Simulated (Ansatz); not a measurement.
Sn (diamond)

```yaml
crystal:
  lattice:
    - [0.00000, 3.32763, 3.32763]
    - [3.32763, 0.00000, 3.32763]
    - [3.32763, 3.32763, 0.00000]
  atoms:
    - { symbol: Sn, position: [0.50000, 0.50000, 0.50000] }
    - { symbol: Sn, position: [0.75000, 0.75000, 0.75000] }
```

In this cell atom 2 (Sn, nearest neighbour Sn at 2.882 Å; its periodic images, 4.7 Å or more away, move with it) is moved by u·(0.707, 0.707, 0.000) + v·(0.000, 0.000, 1.000); the rest is frozen.

These are PBE (plane waves to 420 eV, PAW, scalar-relativistic; Ansatz, an electronic-structure program) values and carry that method's errors. k mesh 10×10×10 (Γ-centred), Fermi-Dirac smearing 0.05 eV. Energies are smeared free energies. Points where atoms come too close for the PAW data are left out (x in tables, blank in figures). With partly filled bands, energies and forces of such displacements shift with the k mesh and the smearing. Sn was relaxed with its symmetry unable to fall. The relaxed volume of Sn is well above the measured one; the method has no dispersion term. ΔE is measured from the undisplaced structure. Axes are in Å.

```csv
ΔE (meV/cell),u = -0.720,u = -0.480,u = -0.240,u = 0.000,u = 0.240,u = 0.480,u = 0.720
v = -0.720,x,4460,2139,1461,2139,4460,x
v = -0.480,x,2761,1196,[?],1196,2761,x
v = -0.240,3386,1516,507,188,507,1516,3386
v = 0.000,1856,798,192,0,192,798,1856
v = 0.240,1114,[?],287,188,287,[?],1114
v = 0.480,950,809,740,[?],740,809,950
v = 0.720,1163,1316,1425,1461,1425,1316,1163
```

Problem. Fill in the missing entries.

Solution. 
- v = -0.480, u = 0.000: 717
- v = 0.240, u = -0.480: 592
- v = 0.240, u = 0.480: 592
- v = 0.480, u = 0.000: 717

(A displaced cell: forces are minus the slopes of the energy, force constants its curvatures, and phonons follow from these.)
